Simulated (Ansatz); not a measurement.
A trial cell of Nb₃Te₈Mo, before relaxation:

Space group P-3m1 (No. 164). a = 7.443 Å, b = 7.443 Å, c = 7.150 Å, α = 90.00°, β = 90.00°, γ = 120.00°
```json
{"atom": "Nb", "site": "3e", "symmetry": ".2/m.", "x": "0.0000", "y": "0.5000", "z": "0.0000"}
{"atom": "Te", "site": "2d", "symmetry": "3m.", "x": "0.3333", "y": "0.6667", "z": "0.7456"}
{"atom": "Te", "site": "6i", "symmetry": ".m.", "x": "0.3333", "y": "0.1667", "z": "0.7456"}
{"atom": "Mo", "site": "1a", "symmetry": "-3m.", "x": "0.0000", "y": "0.0000", "z": "0.0000"}
```

Computed with DFT PBE, scalar-relativistic, plane waves, PAW (Ansatz). Cutoff 420 eV, Gaussian smearing, Γ-centred meshes. Cell and atoms relax on a converged mesh. In metals the finer mesh still leaves noise of several meV/atom or more. The steps can't lower the symmetry of their start. Collinear spin is switched on along the way, since trial moments persisted in a coarse test.

A guess keeps its type if space group and coordination stay and the shape of the cell changes little (axis ratios within about 15 %, angles within 6°); the volume may change.

Q: Does this structure survive the relaxation?

A: It keeps its type. The symmetry stays P-3m1 (No. 164). The volume per atom grows by 3.4 %, from 28.6 to 29.6 Å³. The shortest distance goes from 2.82 Å (Nb–Te and Te–Mo) to 2.77 Å (Te–Mo). The ratio c/a of the conventional cell changes by a factor of 1.11. Counting neighbours within 15 % of an atom's shortest distance, the start has Mo 6, Nb 6, Te 3 and the end Mo 6, Nb 6, Te 3.

Formation energies are uncorrected and refer to the elements' standard structures at the same level.

Q: At what energy does it end?

A: −0.34 eV/atom. A negative formation energy is needed for stability but isn't enough: competing phases decide.

The last run used collinear spin, a 6×6×6 mesh for its 12-atom cell and Gaussian smearing of 0.10 eV. No dispersion correction is applied, so the spacing and binding between layers, chains or molecules are poorly described. These runs have no spin–orbit coupling, which can matter for Te. The reference form of Te is held partly by dispersion forces, which this level lacks. Symmetry constrained the relaxation, so the result can be a saddle point.
